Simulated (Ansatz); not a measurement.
GaAs:
```
GaAs
1.0
    0.00000     2.82935     2.82935
    2.82935     0.00000     2.82935
    2.82935     2.82935     0.00000
As Ga
1 1
Direct
  0.75000   0.75000   0.75000
  0.00000   0.00000   0.00000
```

Tensor components refer to the Cartesian frame of this cell.

**Question.** Give the high-frequency dielectric tensor and the Born effective charge tensors of the independent atoms from DFPT, PBEsol (plane waves, PAW; program Ansatz).

**Answer.** 
ε∞:
```
14.3  0.00  0.00
0.00  14.3  0.00
0.00  0.00  14.3
```
Z* of atom 1 (As), rows: field, columns: displacement, in e:
```
-2.12   0.00   0.00
 0.00  -2.12   0.00
 0.00   0.00  -2.12
```
Z* of atom 2 (Ga), rows: field, columns: displacement, in e:
```
2.12  0.00  0.00
0.00  2.12  0.00
0.00  0.00  2.12
```

Space group F-43m (zinc blende). The cell was relaxed with PBEsol under the symmetry of its start. Scalar-relativistic: spin–orbit coupling is off unless named, which matters more the heavier the elements.

Potentials: the later of the program's two PAW sets.
